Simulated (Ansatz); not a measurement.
Moving the dispersion correction in WF

The cell as given:

It takes space group R3m (No. 160, trigonal). The conventional cell has a = 2.732 Å, b = 2.732 Å, c = 15.209 Å, α = 90.00°, β = 90.00°, γ = 120.00°. W (site symmetry 3m) is surrounded by 1 F at 1.87 Å. F (site symmetry 3m) is surrounded by 1 W at 1.87 Å.

The cell comes from a database or a generator and needn't be the stable form of this composition.

Kept alike: task relaxation of cell and atoms; functional PBE; k mesh 11 × 11 × 11; occupations fermi-dirac, width 0.05 eV; no spin polarisation. Program: Ansatz, Ansatz PAW, cutoff 420 eV. The mesh is that of the run's cell of 2 atoms. No spin-orbit coupling.

| dispersion correction | volume (Å³/atom) |
| --- | --- |
| D3(BJ) | 14.737 |
| D3(BJ)-ATM | 14.880 |
| D4 | 14.743 |
| none | 16.241 |

The relaxations keep at least the cell's symmetry (R3m). For a metal such a mesh leaves the last digits unconverged. Relaxations stop with a little pressure left, so the last digits of a volume or edge aren't settled. Ansatz's relaxations hold a Pulay term in the stress (up to 0.4 GPa here).

Q: What does the dispersion correction change here?

A: The volume runs from 14.737 (D3(BJ)) to 16.241 Å³/atom (none). Against no correction: D3(BJ) -9.3 %; D3(BJ)-ATM -8.4 %; D4 -9.2 %. Dispersion terms mostly attract and so lower the volume; the schemes' coefficients and damping set how far.
